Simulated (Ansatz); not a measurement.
**Structures of Sr$_{3}$Nb: which is lowest?**

Plane-wave DFT in Ansatz with scalar-relativistic PAW potentials, cutoff 420 eV, Γ-centred meshes chosen by cell and gap, Gaussian smearing with energies taken to zero width. Every cell was relaxed (cell and atoms) in a run of its own, within the symmetry of its start. Functional: PBE.

Relaxed structures (starts from databases or built by putting these elements on another compound's sites):
A. P6_3/mmc, 8 atoms in the computed cell, a = 7.761 Å, c = 5.854 Å; sites (symmetry × multiplicity) Sr mm2 × 6, Nb -6m2 × 2; start: built
B. Pm-3m, 4 atoms in the computed cell, a = 5.320 Å; sites (symmetry × multiplicity) Sr 4/mm.m × 3, Nb m-3m × 1; start: built
C. I4/mmm, 4 atoms in the computed cell, a = 5.447 Å, c = 10.083 Å; sites (symmetry × multiplicity) Sr -4m2 × 4 + 4/mmm × 2, Nb 4/mmm × 2; start: built

Question: Rank them by energy. Could pressure change the order?

Answer:
| structure | group | E − E(lowest) (meV/atom) | V (Å³/atom) | gap on mesh (eV) |
| --- | --- | --- | --- | --- |
| A | P6_3/mmc | 0.0 | 38.17 | 0.00 |
| C | I4/mmm | 22.5 | 37.40 | 0.00 |
| B | Pm-3m | 43 | 37.64 | 0.00 |

A is lowest, 23 meV/atom under C. The two lowest differ in volume by under 3 %, too little for a first-order estimate of what pressure does to that pair (other pairs aren't weighed here); with rigid cells even 3 % in favour of the higher one would need about 3 GPa. Other structures may lie lower than all of these, and vibrations aren't counted.